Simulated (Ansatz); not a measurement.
Total density of states per atom from PBE in the plane-wave PAW code Ansatz, in 0.25 eV bins, energy from the valence-band maximum:

```
E (eV) | states/eV/atom
    -7.85 |  0.01
    -7.60 | ### 0.10
    -7.35 | ######## 0.25
    -7.10 | ############# 0.41
    -6.85 | ################### 0.62
    -6.60 | ############# 0.43
    -6.35 | ########## 0.33
    -6.10 | ######## 0.25
    -5.85 | ####### 0.22
    -5.60 | ###### 0.20
    -5.35 | ###### 0.19
    -5.10 | ##### 0.15
    -4.85 | #### 0.13
    -4.60 | #### 0.13
    -4.35 | #### 0.13
    -4.10 | ############ 0.40
    -3.85 | ################### 0.62
    -3.60 | ################# 0.56
    -3.35 | ################ 0.51
    -3.10 | ###################### 0.70
    -2.85 | ##################### 0.67
    -2.60 | ####################### 0.74
    -2.35 | ####################### 0.76
    -2.10 | ##################### 0.67
    -1.85 | ################### 0.63
    -1.60 | ################### 0.62
    -1.35 | ################ 0.54
    -1.10 | ############## 0.45
    -0.85 | ######## 0.27
    -0.60 | ##### 0.17
    -0.35 | ### 0.10
    -0.10 | # 0.02
     0.15 |  0.00
     0.40 |  0.00
     0.65 | # 0.04
     0.90 | ### 0.11
     1.15 | ####### 0.23
     1.40 | ########## 0.33
     1.65 | ################ 0.53
     1.90 | ####################### 0.75
     2.15 | ######################## 0.77
     2.40 | ###################### 0.72
     2.65 | ################# 0.56
     2.90 | ################ 0.53
     3.15 | #################### 0.64
     3.40 | ############################## 0.98
     3.65 | ############################ 0.91
     3.90 | ###################### 0.72
     4.15 | ################### 0.63
     4.40 | ################## 0.58
     4.65 | ##################### 0.67
     4.90 | ################### 0.63
     5.15 | ################### 0.63
```

Which compound is it?
(A) SiC, wurtzite
(B) Si3Ge, P-4m2 (Si on 2g, Si on 1a, Ge on 1c)
(C) SiO2, rutile
(D) SiO2, P4_2/nmc (Si on 2a, O on 4d)

B, Si3Ge, P-4m2 (Si on 2g, Si on 1a, Ge on 1c). Top 1 eV of the valence band: Si 3p 69 %, Ge 4p 28 %. Bottom 1 eV of the conduction band: Si 3p 47 %, Si 3s 18 %, Ge 4p 12 %, Ge 4s 10 %, outside the projected shells 13 %. Projections are on Löwdin-orthogonalised atomic valence shells; empty p or d shells of many metals are not among them.

The start of the workflow was typed in or built on a structure type; neither database checked (COD, Materials Project) lists it. Its standing as an ambient phase is unchecked. Symmetry was held in the PBE relaxation; its stability against distortions is not shown here. Scalar-relativistic: spin–orbit coupling is off unless named, which matters more the heavier the elements.

Potentials: the later of the program's two PAW sets.
